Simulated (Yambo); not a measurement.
Yambo run on a free-standing PtSe2 monolayer (symmetry P-3m1, slab cell 15.6 Å high). The wavefunctions come from this Quantum ESPRESSO step (PBE, PseudoDojo stringent norm-conserving files, scalar-relativistic):

```
&CONTROL
  calculation = 'nscf'
  pseudo_dir = './pseudo'
  outdir = './out'
/
&SYSTEM
  ibrav = 0
  nat = 3
  ntyp = 2
  ecutwfc = 104.0
  ecutrho = 416.0
  occupations = 'fixed'
  force_symmorphic = .true.
  nbnd = 143
  assume_isolated = '2D'
/
&ELECTRONS
  conv_thr = 3.0000000000000004e-09
  diago_full_acc = .true.
  diago_thr_init = 1e-08
/
ATOMIC_SPECIES
Se 78.9710 Se.upf
Pt 195.0840 Pt.upf
CELL_PARAMETERS angstrom
  3.709957934080   0.000000000000   0.000000000000
 -1.854978967040   3.212917817885   0.000000000000
  0.000000000000   0.000000000000  15.600000000000
ATOMIC_POSITIONS crystal
Se   0.666666667000   0.333333333000  -0.084690507800
Se   0.333333333667   0.666666666333   0.084690507800
Pt   0.000000000333   0.000000000000   0.000000000000
K_POINTS automatic
6 6 1 0 0 0
```

Yambo input:

```
rim_cut
gw0
dyson
el_el_corr
HF_and_locXC
ppa
em1d
rim_w
RandQpts= 1000000
RandGvec= 2 Ry
CUTGeo= "slab z"
EXXRLvcs= 104 Ry
VXCRLvcs= 416 Ry
Chimod= "HARTREE"
% BndsRnXp
 23 | 142 |
%
NGsBlkXp= 6 Ry
% LongDrXp
 1.0 | 1.0 | 0.0 |
%
RandGvecW= 1000 mRy
PPAPntXp= 27.2114 eV
% GbndRnge
 1 | 142 |
%
GTermKind= "BG"
DysSolver= "n"
ExtendOut
% QPkrange
 1 | 1 | 33 | 34 |
 2 | 2 | 33 | 34 |
 4 | 4 | 33 | 34 |
 7 | 7 | 33 | 34 |
%
```

k points by index: 1 = Γ, 2 = (0, 0.167), 4 = M, 7 = K.

The o-*.qp file then holds:

```
#    K-point    Band    Eo [eV]    E [eV]    E-Eo [eV]    Vxc [eV]    Vnlxc [eV]    Sc|Eo [eV]    Sc|E [eV]    dSc/dw|Eo [eV]    Re(Z)    Im(Z)
#
    1    33    0.000000    -0.238838    -0.238838    -15.03893    -16.56279    1.200891    1.285018    -9.572466    0.739744    -0.003855
    1    34    2.970097    3.865572    0.895475    -17.77153    -14.12372    -2.424340    -2.752334    -9.961637    0.731992    -0.004516
    2    33    -0.065585    -0.277935    -0.212350    -15.86822    -17.76996    1.614213    1.689383    -9.617986    0.738830    -0.003830
    2    34    1.642021    2.368684    0.726662    -16.42690    -13.38516    -2.062310    -2.315074    -9.460586    0.742000    -0.003969
    4    33    -1.459846    -1.885052    -0.425206    -13.48795    -15.97995    1.910368    2.066789    -9.998937    0.731257    -0.004609
    4    34    2.417994    3.274576    0.856581    -17.64460    -13.85452    -2.622290    -2.933502    -9.880675    0.733589    -0.004556
    7    33    -0.970183    -1.135028    -0.164845    -18.23060    -21.77403    3.316671    3.378590    -10.19413    0.727447    -0.004037
    7    34    1.786158    2.566720    0.780562    -16.57789    -13.07135    -2.448562    -2.725970    -9.666171    0.737865    -0.003817
```
(The two width columns are left out.) Convergence of these settings isn't established.

Spin-orbit coupling is not included.

Geometry relaxed with PBE+D3(BJ).
